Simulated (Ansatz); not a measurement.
With PBEsol (plane waves, PAW; program Ansatz), SnGe3 in the tetragonal phase (P-4m2; Ge on 2g, Ge on 1a, Sn on 1c) relaxes to a = 4.166 Å, c = 5.919 Å. Ge on 2g has 4 nearest neighbours from 2.50 Å (tetrahedral); Ge on 1a has 4 nearest neighbours from 2.50 Å (tetrahedral); Sn has 4 nearest neighbours from 2.62 Å (tetrahedral). Against the elements it lies at 0.050 eV/atom, with no fitted shifts.

Electronic character: metallic (no gap). Gap from PBEsol with spin–orbit coupling: none (metallic).

The bulk modulus is 58.2 GPa. The highest mode at Γ lies at 252 cm⁻¹.

The start of the workflow was typed in or built on a structure type; neither database checked (COD, Materials Project) lists it. Whether it is the stable phase at ambient conditions was not checked. The PBEsol relaxation kept the symmetry of its start; its stability against distortions is not shown here. As this level gives no gap, phonon frequencies hold no LO–TO term and depend on the k-mesh and smearing (Fermi–Dirac, 0.1 eV here). The references are the lowest solids computed at this level, not always the standard phases. Spin–orbit coupling is left out wherever it is not named.

Potentials: the later of the program's two PAW sets.
